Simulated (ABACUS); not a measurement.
Small calculations from the output for InAs (F-43m, 2 atoms in the cell; from Materials Project mp-20305)

```
CELL_PARAMETERS angstrom
      0.00000     3.05356     3.05356
      3.05356     0.00000     3.05356
      3.05356     3.05356     0.00000
ATOMIC_POSITIONS crystal
  In 0.75000 0.75000 0.75000
  As 0.00000 0.00000 0.00000
```

Level of theory: ABACUS with PBEsol, numerical atomic orbitals TZP (confined pseudo-atomic orbitals with Gaussian additions; energy shift 0.003 Ry), PseudoDojo 0.4 standard norm-conserving PBEsol (tails mended) pseudopotentials.

Main settings: basis = TZP numerical atomic orbitals, energy shift 0.003 Ry; KPT = Gamma 8 8 8 0 0 0; basis_type = lcao; dft_functional = PBESOL; ecutwfc = 100 Ry; smearing_method = fd; smearing_sigma = 0.00367493 Ry; potentials = PseudoDojo 0.4 standard norm-conserving PBEsol (tails mended).

The atom-centred basis is finite, which shifts total energies and pressures against plane waves. The structure comes from a collection of computed structures, made at another level of theory; the collection holds predicted forms beside known ones.

The cell was also run at V = 56.375 Å³ (F = -4686.91499 eV, P = 0.53 GPa) and V = 57.514 Å³ (F = -4686.91475 eV, P = -0.58 GPa), scaled uniformly; the base has V = 56.944 Å³, P = -0.04 GPa and F₀ = -4686.91583 eV.

Check the pressure against the energies, and estimate the bulk modulus and the volume of zero pressure.

P = −dF/dV ≈ −(0.00024 eV)/(1.139 Å³) = -0.00021 eV/Å³; times 160.218 GPa per eV/Å³ this is -0.03 GPa, against -0.04 GPa from the stress tensor. B = −V dP/dV ≈ −56.944 × (-1.11 GPa)/(1.139 Å³) = 55 GPa at this volume. The curvature of the energies, B = V (F₊ + F₋ − 2F₀)/(ΔV/2)², gives 54 GPa. To first order the pressure vanishes at V0 ≈ V(1 + P/B) = 56.90 Å³, so all lengths change by about -0.02 %. Shape and fractional positions were held, which usually makes B too large where they are free.

The atomic orbitals were generated for these runs; they are not ABACUS's published sets and were checked against plane waves on a few crystals only.

“Tails mended”: in these copies of the files the far tail of each local potential was reset to the Coulomb form.
